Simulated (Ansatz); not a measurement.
**Si₂Mo: reading a single point**

```yaml
crystal:
  lattice:
    - [0.00000, 0.00000, 7.94075]
    - [3.23246, 0.00000, 0.00000]
    - [0.00000, 3.23246, 0.00000]
  atoms:
    - { symbol: Mo, position: [0.00000, 0.00000, 0.00000] }
    - { symbol: Mo, position: [0.50000, 0.50000, 0.50000] }
    - { symbol: Si, position: [0.33300, 0.00000, 0.00000] }
    - { symbol: Si, position: [0.83300, 0.50000, 0.50000] }
    - { symbol: Si, position: [0.16700, 0.50000, 0.50000] }
    - { symbol: Si, position: [0.66700, 0.00000, 0.00000] }
```

Single point in Ansatz 0.2.0 with r2SCAN, collinear spin. Cutoff 500 eV, PAW datasets, 3×7×7 Γ-centred k mesh, fermi-dirac filling (width 0.1 eV).

The state carries no moments; the state need not be the lowest.

Task: What is the formation energy?

Result: -0.46 eV an atom against the elements' usual phases (free molecules for gases, crystals otherwise, with no correction for O₂ or N₂), so it is bound against them; other compounds may still compete. Relaxing would lower it.

Task: Which atom feels the largest force, and which way?

Result: The largest is on Si5 (and as large on other atoms): 0.40 eV/Å, components (0.00, 0.00, -0.40). It makes 120° with the line to a nearest neighbour, Si3 at 2.64 Å.

Task: What happens at the Fermi level?

Result: It is a metal, with about 0.29 states/eV a cell as the mean within 0.25 eV of the Fermi level, mostly Mo d (79 %) and Si p (19 %).

Task: What does the stress say?

Result: The pressure is -7.6 GPa (compression positive), so with the atoms held at these fractions the cell would first shrink. The principal stresses -9.9, -6.4, -6.4 GPa differ, so its shape would change too.

Task: Which element gives electrons and which takes them?

Result: Bader charges in e: Si -0.11, Mo +0.21. In the mean Mo gives up most and Si takes most, against the order of Pauling's electronegativities.

Origin: a database entry at a rescaled volume. Caveats: the input typed no starting moments.
